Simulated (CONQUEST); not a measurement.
Worked example: self-consistent single point of TePb (Fm-3m, 8 atoms in the cell; from Materials Project mp-19717) in CONQUEST.

Level of theory: PBE, numerical atomic orbitals double-zeta with polarisation (the shipped basis), PseudoDojo norm-conserving potentials made for PBE (CONQUEST).

```
TePb
1.0
    6.54179     0.00000     0.00000
    0.00000     6.54179     0.00000
    0.00000     0.00000     6.54179
Te Pb
4 4
Cartesian
  0.00000   0.00000   0.00000
  0.00000   3.27089   3.27089
  3.27089   0.00000   3.27089
  3.27089   3.27089   0.00000
  3.27089   0.00000   0.00000
  3.27089   3.27089   3.27089
  0.00000   0.00000   3.27089
  0.00000   3.27089   0.00000
```

Reference input (self-consistent single point, DFT, PBE, numerical atomic orbitals double-zeta with polarisation (the shipped basis), PseudoDojo norm-conserving potentials made for PBE): basis = DZP; Diag.MPMeshX, Y, Z = 4 4 4; potentials = PseudoDojo norm-conserving PBE; Grid.GridCutoff = 140 Ha; DM.SolutionMethod = diagon; Diag.kT = 0.001837 Ha; Diag.GammaCentred = true; minE.SCTolerance = 1.0e-06; SC.MaxIters = 100; SC.LinearMixingFactor = 0.5; AtomMove.TypeOfRun = static. This run's input differs from it in these lines:

```diff
@@ -17,6 +17,5 @@
 Diag.MPMesh                    T
-Diag.MPMeshX                   4
-Diag.MPMeshY                   4
-Diag.MPMeshZ                   4
-Diag.GammaCentred              T
+Diag.MPMeshX                   2
+Diag.MPMeshY                   2
+Diag.MPMeshZ                   2
 Diag.kT                        0.001837
```

Output (repeated stretches shortened):

```
    new_SC_potl: Starting.  Tolerance:  0.10000E-05

    PulayMixSC: Starting Pulay mixing, A_up =  0.500 A_dn =  0.500
    PulayMixSC: Spin non-polarised calculation.
          Harris-Foulkes Energy            :      -701.100824123424445 Ha
          (TS=0 as O(N) or entropic contribution is negligible)
          DFT Total Energy                 :      -701.040925435010649 Ha
          Total number of electrons        :       119.999999999998266
    PulayMixSC: Pulay iteration     1 residual:              0.67462E-03
          Harris-Foulkes Energy            :      -701.073587511328924 Ha
   [... lines left out ...]
          (TS=0 as O(N) or entropic contribution is negligible)
          DFT Total Energy                 :      -701.071884208642246 Ha
          Total number of electrons        :       120.000183181639869
    PulayMixSC: Pulay iteration     5 residual:              0.31014E-05
          Harris-Foulkes Energy            :      -701.071884260991965 Ha
          (TS=0 as O(N) or entropic contribution is negligible)
          DFT Total Energy                 :      -701.071884227826786 Ha
          Total number of electrons        :       120.000184796386563
    PulayMixSC: Pulay iteration     6 residual:              0.63470E-06
    PulayMixSC: Reached SCF tolerance of  0.63470E-06 after      6 iterations
      | Number of electrons      =       120.000185
      |* band energy as 2Tr[K.H] =      -104.883727355629532 Ha
      |  screened ion-ion energy =      -525.187985140471937 Ha
      |  Ha correction           =         1.856737555770155 Ha
      |  XC correction           =       -72.856869624799430 Ha
      |* Harris-Foulkes energy   =      -701.071884260991965 Ha
      |* DFT total energy        =      -701.071884227826786 Ha
      |  estimated accuracy      =        -0.000000033165179 Ha

    force: Forces on atoms (Ha/a0)
    force:  Atom   X              Y              Z
    force:     1   0.0000000000  -0.0000000000   0.0000000000
   [... zero for the other atoms too ...]

    force: Maximum force :        0.00000000(Ha/a0) on atom         4 in z direction
    force: Force Residual:        0.00000000 Ha/a0
    force: Total stress:          1.14316603     1.14316603     1.14316603 GPa
    force: Average pressure:     -1.14316603 GPa

    force: Finished force
    get_E_and_F: Change in energy during last step of electronic optimisation: -0.17183E-06
```

The run converged in 6 iterations. CONQUEST prints the stress tensor with tension positive. Against the reference run the free energy goes down by 273 meV/atom and the pressure goes from 0.62 to -1.14 GPa.

Spin-orbit coupling is left out, which matters for bands and gaps with elements this heavy. The program uses no crystal symmetry, so grid and mesh can part values that symmetry would make equal. The atom-centred basis is finite, which shifts total energies and pressures against plane waves. A shifted mesh samples other points: it can miss Γ, where band edges often lie, and can lower the symmetry, which leaves small forces and shears. This run is one point of a test of settings, so its values need not be converged; read them against the reference run alone. The structure comes from a collection of computed structures, made at another level of theory; the collection holds predicted forms beside known ones.

Cost on one core: about 40 core-seconds (a rough figure).
